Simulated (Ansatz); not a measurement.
## ZnCu: from a starting cell to a relaxed one

The start is a generated cell, ZnCu placed in the AFLOW prototype AB_hP6_191_f_ad (B35, as in CoSn). The structure is fully relaxed (lattice and positions, P = 0) with PBEsol (plane waves to 420 eV, PAW, scalar-relativistic; Ansatz, a program for electronic structure). The first steps use a coarse 8×8×9 k-mesh.

Input geometry:
```
ZnCu
1.0
    4.78537     0.00000     0.00000
   -2.39269     4.14425     0.00000
    0.00000     0.00000     3.86138
Zn Cu
3 3
Direct
  0.50000   0.00000   0.00000
  0.50000   0.50000   0.00000
  0.00000   0.50000   0.00000
  0.00000   0.00000   0.00000
  0.33333   0.66667   0.50000
  0.66667   0.33333   0.50000
```

| Item | Value |
|---|---|
| Energy released | 0.11 eV/atom |
| Volume change | +15.6 %, from 12.76 to 14.75 Å³/atom |
| Band gap at the end | no gap (metallic) |
| Optimiser moves | 11 |

The end point of the relaxation:

Space group P6/mmm (No. 191); a = 5.0064 Å, b = 5.0064 Å, c = 4.0766 Å, α = 90.00°, β = 90.00°, γ = 120.00°

```tsv
atom	site	symmetry	x	y	z
Zn	3f	mmm	0.0000	0.5000	0.0000
Cu	1a	6/mmm	0.0000	0.0000	0.0000
Cu	2d	-6m2	0.3333	0.6667	0.5000
```

Final values are on a 11×11×12 k-mesh of the relaxed cell. No spin polarisation in the result.

The run could not lose the symmetry of its start: the end is stationary, and may be a saddle point rather than a minimum.

All atoms sit on sites fixed by symmetry, so only the cell could relax.

The relaxed structure here is a generated cell of ZnCu: the first start was made by placing the elements on the sites of a structure type, and the end was not matched to a known phase here, so it may be hypothetical. Known forms of ZnCu include space group No. 221.
